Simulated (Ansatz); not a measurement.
Here is the system:

Sn:
```yaml
crystal:
  lattice:
    - [0.00000, 3.28406, 3.28406]
    - [3.28406, 0.00000, 3.28406]
    - [3.28406, 3.28406, 0.00000]
  atoms:
    - { symbol: Sn, position: [0.50000, 0.50000, 0.50000] }
    - { symbol: Sn, position: [0.75000, 0.75000, 0.75000] }
```

This is the r²SCAN-relaxed structure.

### Question
All from the program Ansatz at the r²SCAN level (PAW), unless another level is named. Predict the Debye temperature from the elastic constants.

### Answer
213 K.

### Question
Predict the elastic constants (relaxed ions, GPa).

### Answer
C11 = 66.3, C12 = 30.9, C44 = 31.2.

Space group Fd-3m (diamond). This is a known low-temperature phase of the composition, computed here at zero pressure and temperature. The r²SCAN relaxation kept the symmetry of its start; of distortions, only those at the zone centre were tested. As this level gives no gap, shear constants depend on the k-mesh and smearing (Fermi–Dirac, 0.1 eV here). Scalar-relativistic: spin–orbit coupling is off unless named, which matters more the heavier the elements.

Potentials: the earlier of the program's two PAW sets.
